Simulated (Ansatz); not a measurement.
Input, command and steps of an Ansatz relaxation.

```yaml
crystal:
  lattice:
    - [5.062109239, 0.0, 0.0]
    - [0.0, 5.062109239, 0.0]
    - [0.0, 0.0, 2.9058733282]
  atoms:
    - { symbol: Ta, position: [0.0, 0.0, 0.5] }
    - { symbol: Ta, position: [0.5, 0.5, 0.0] }
    - { symbol: O, position: [0.714989449, 0.285010551, 0.5] }
    - { symbol: O, position: [0.285010551, 0.714989449, 0.5] }
    - { symbol: O, position: [0.214989449, 0.214989449, 0.0] }
    - { symbol: O, position: [0.785010551, 0.785010551, 0.0] }
basis:
  ecutwfc: 500
kpoints:
  mp_grid: { grid: [8, 8, 12] }
hamiltonian:
  xc: r2scan
scf:
  occupations: { method: gaussian, width: 0.1 }
output:
  forces: true
  stress: true
  eigenvalues: true
relax:
  adjacent_minimum: "off"
  f_tol: 0.01
  max_steps: 30
  cell: { stress_tol: 0.1, fix: [volume] }
```

```bash
ansatz run input.yaml --threads 1 --pin off --max-ram 2560MiB --backend cpu --events-out ev --progress --plain --runs-dir out
```

Method: Ansatz 0.2.0, DFT r2SCAN, scalar-relativistic, plane waves, PAW.

The volume is held at 1.06 times that of the relaxed cell.

Of 4 frames 3 are shown, positions in Å and forces in eV/Å; the SCF threshold varies from step to step. Steps run on the plane waves of an earlier cell, with a Pulay correction in the pressure. The basis is chosen afresh for the last frame, the zero of the energies, and at times for earlier ones too; energy and pressure step there, also at an unchanged geometry.

```xyz
6
Lattice="5.0621 0.0000 0.0000 0.0000 5.0621 0.0000 0.0000 0.0000 2.9059" Properties=species:S:1:pos:R:3:forces:R:3 pbc="T T T" step=1 free_energy_over_end_meV_per_atom=0.11 pressure_GPa=-14.39
Ta    0.0000    0.0000    1.4529    0.0000    0.0000    0.0000
Ta    2.5311    2.5311    0.0000    0.0000    0.0000    0.0000
O     3.6194    1.4428    1.4529   -0.0469    0.0469    0.0000
O     1.4428    3.6194    1.4529    0.0469   -0.0469    0.0000
O     1.0883    1.0883    0.0000   -0.0469   -0.0469    0.0000
O     3.9738    3.9738    0.0000    0.0469    0.0469    0.0000
6
Lattice="5.0549 0.0000 0.0000 0.0000 5.0549 0.0000 0.0000 0.0000 2.9142" Properties=species:S:1:pos:R:3:forces:R:3 pbc="T T T" step=2 free_energy_over_end_meV_per_atom=0.05 pressure_GPa=-14.29
Ta    0.0000    0.0000    1.4571    0.0000    0.0000    0.0000
Ta    2.5274    2.5274    0.0000    0.0000    0.0000    0.0000
O     3.6113    1.4436    1.4571   -0.0151    0.0151    0.0000
O     1.4436    3.6113    1.4571    0.0151   -0.0151    0.0000
O     1.0839    1.0839    0.0000   -0.0151   -0.0151    0.0000
O     3.9710    3.9710    0.0000    0.0151    0.0151    0.0000
6
Lattice="5.0590 0.0000 0.0000 0.0000 5.0590 0.0000 0.0000 0.0000 2.9095" Properties=species:S:1:pos:R:3:forces:R:3 pbc="T T T" step=4 free_energy_over_end_meV_per_atom=0.00 pressure_GPa=-14.29
Ta    0.0000    0.0000    1.4547    0.0000    0.0000    0.0000
Ta    2.5295    2.5295    0.0000    0.0000    0.0000    0.0000
O     3.6138    1.4452    1.4547    0.0008   -0.0008    0.0000
O     1.4452    3.6138    1.4547   -0.0008    0.0008    0.0000
O     1.0843    1.0843    0.0000    0.0008    0.0008    0.0000
O     3.9747    3.9747    0.0000   -0.0008   -0.0008    0.0000
```

The run took 90 s on 1 thread of Intel(R) Xeon(R) Platinum 8488C (Sapphire Rapids) (shared host), peak memory 0.75 GiB.

Spin–orbit coupling is left out, which can shift energies with elements as heavy as these.